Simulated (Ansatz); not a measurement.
## The cost of changing the moment of RbVF3 (Pm-3m)

Level of theory: LDA+U, U_eff = 4.0 eV (Dudarev form) on V d, fully localised double counting, collinear spin, scalar-relativistic, 420 eV, PAW set soft_2 (made for PBE), 5×5×5 mesh, Gaussian smearing of 0.05 eV; plane-wave PAW code Ansatz.

```
CELL_PARAMETERS angstrom
4.18200 0.00000 0.00000
0.00000 4.18200 0.00000
0.00000 0.00000 4.18200
ATOMIC_POSITIONS crystal
Rb 0.00000 0.00000 0.00000
V 0.50000 0.50000 0.50000
F 0.50000 0.50000 0.00000
F 0.00000 0.50000 0.50000
F 0.50000 0.00000 0.50000
```

The structure is that of a cell as deposited in COD, unrelaxed.

Cell and atoms stay fixed. The reference is a free state that was started with parallel moments (start: symmetry kept, no search) and keeps them. It has 3 d electrons in filled orbitals, 3 of them unpaired, the high-spin filling, a gap of 2.79 eV and a whole-number cell moment of 3 μB, as a collinear insulator must have; cell moment 3.00 μB, site moments in spheres V 2.25 μB, shell filling V 3↑ 0↓, 3.50 e. A natural orbital (eigenvector of a shell's occupation matrix) is counted as filled above 0.75 (0.9 in a metal) and as partly filled from 0.35 up to that; ↑ and ↓ are the spin channels. The formal moment from which the starts were built is 3 μB a cell. The total moment M = N↑ − N↓ was then locked, each spin with its own Fermi level. Locks at 70 % of the formal moment or more started from the reference's natural orbitals, filled by rank with the formal electron count; the others from atoms with scaled moments, and the lock at zero from atoms without moments.

```tsv
M (μB/cell)	ΔE (meV/atom)	ΔE (eV/cell)	site moments (μB)	shell filling	E_F↑ − E_F↓ (eV)	flags
0.00	770.1	3.85	under 0.05	V 0↑(+3 partly) 0↓(+3 partly), 3.63 e	0.00	–
0.75	721.0	3.60	V 0.59	V 0↑(+3 partly) 0↓(+3 partly), 3.62 e	-1.36	–
2.70	125.7	0.63	V 2.16	V 3↑ 0↓, 3.42 e	-4.55	–
```

ΔE counts from the reference.

What does a lock at M = 3.30 μB give?

ΔE = 225.5 meV/atom (1.13 eV per cell), site moments V 2.31; F 0.07 μB, filling V 3↑ 0↓, 3.56 e.

Turning one electron's spin changes M by 2 μB. From the reference, going to 3.30 μB turns 0.15 electrons from spin down to up and costs 1.13 eV, or 7.52 eV per electron turned; going to 2.70 μB turns 0.15 electrons from spin up to down and costs 0.63 eV, or 4.19 eV per electron turned. In a gapped state the first turned electron must leave a filled band of one spin for an empty band of the other, so E(M) has a kink at the free moment. Where both spins are metallic, the slope dE/dM is half the difference of the two Fermi levels, 3.89 eV/μB at M = 3.30 μB. A straight line of that slope from the reference gives 3.89 × 0.30 = 1.166 eV, against 1.128 eV found, near that line and not at half of it as for a parabola: the mark of a kink.

At M = 0.00, 0.75 μB the count of filled and partly filled orbitals of each spin differs from the reference's, which may be the change of moment itself or a change of state.

For M = 0.00 μB: With J = 0 the Hubbard energy is (U/2) Σ λ(1 − λ), a penalty on fractional natural occupations. The sums Σ λ(1 − λ) over the cell's shells are 0.47 for the reference and 1.85 for the locked state, which at U/2 = 2.00 eV give 0.94 and 3.70 eV per cell. Of the difference of 3.85 eV per cell, the Hubbard term gives 2.76 eV and all other terms 1.09 eV, so most of it is the Hubbard term. The other terms are taken on each state's own density, so they aren't the result of a run without U.

Holding the site moments themselves (in spheres) instead: V2 2.14 μB lies at 16.5 meV/atom.

In the reference the fixed cell carries a pressure of -3.8 GPa (the cell is larger than this level of theory would relax to); relaxing would change energies and could change the order of close states.

With one V ion in the cell, V moments can't oppose each other.

The points needn't share one orbital state, so they needn't lie on one smooth curve, and a lower state can't be excluded at any of them. For metallic states the mesh is coarse, so energy differences carry some meV/atom. The value of U was drawn from a range and not derived for this compound; another value can change gaps, moments and the order of states. A gap on the mesh alone may shrink between mesh points. Site moments are integrated in small spheres and here fall short of the shell's N↑ − N↓.
